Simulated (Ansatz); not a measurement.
SnC:
```cif
data_C2Sn2
_chemical_formula_sum 'Sn2 C2'
_space_group_name_H-M_alt 'P63mc'
_space_group_IT_number 186
_space_group_name_Hall 'P 6c -2c'
_cell_length_a 3.59152
_cell_length_b 3.59152
_cell_length_c 5.87980
_cell_angle_alpha 90.000
_cell_angle_beta 90.000
_cell_angle_gamma 120.000
loop_
_atom_site_label
_atom_site_type_symbol
_atom_site_symmetry_multiplicity
_atom_site_Wyckoff_symbol
_atom_site_fract_x
_atom_site_fract_y
_atom_site_fract_z
_atom_site_occupancy
Sn1 Sn 2 b 0.33333 0.66667 0.00031 1
C1 C 2 b 0.66667 0.33333 0.12469 1
```

Relaxed with plane-wave PAW PBE (Ansatz code). Indices refer to the conventional cell of P6_3mc, a = b = 3.5915 Å, c = 5.8798 Å, α = β = 90.00°, γ = 120.00°.

Task: Simulate the powder diffraction pattern (Cu Kα1, λ = 1.54056 Å; lines above 1 %) up to 2θ = 90°.

Result: Simulated powder pattern, Cu Kα1, λ = 1.54056 Å (kinematic, ideal powder, no thermal factors, no anomalous dispersion; the 30 strongest lines at most, above 1 %, up to 2θ = 90°):

| 2θ (°) | d (Å) | I/Imax (%) | hkl |
|---|---|---|---|
| 28.68 | 3.110 | 32 | (1 0 -1 0) |
| 30.38 | 2.940 | 31 | (0002) |
| 32.54 | 2.749 | 100 | (1 0 -1 1) |
| 42.27 | 2.137 | 18 | (1 0 -1 2) |
| 50.80 | 1.796 | 25 | (1 1 -2 0) |
| 55.36 | 1.658 | 27 | (1 0 -1 3) |
| 59.38 | 1.555 | 3.7 | (2 0 -2 0) |
| 60.35 | 1.532 | 25 | (1 1 -2 2) |
| 61.64 | 1.503 | 16 | (2 0 -2 1) |
| 63.20 | 1.470 | 3.1 | (0004) |
| 68.16 | 1.375 | 4.3 | (2 0 -2 2) |
| 70.84 | 1.329 | 3.3 | (1 0 -1 4) |
| 78.44 | 1.218 | 9.4 | (2 0 -2 3) |
| 81.87 | 1.176 | 2.9 | (2 1 -3 0) |
| 83.86 | 1.153 | 13 | (2 1 -3 1) |
| 85.25 | 1.137 | 8.2 | (1 1 -2 4) |
| 88.90 | 1.100 | 7.1 | (1 0 -1 5) |
| 89.77 | 1.092 | 4.3 | (2 1 -3 2) |

The start of the workflow was typed in or built on a structure type; neither database checked (COD, Materials Project) lists it. Its standing as an ambient phase is unchecked. The cell was relaxed with PBE under the symmetry of its start; its stability against distortions is not shown here. Its formation energy is positive at this level, so the cell may be metastable or incomplete. Scalar-relativistic: spin–orbit coupling is off unless named, which matters more the heavier the elements.

Potentials: the earlier of the program's two PAW sets.
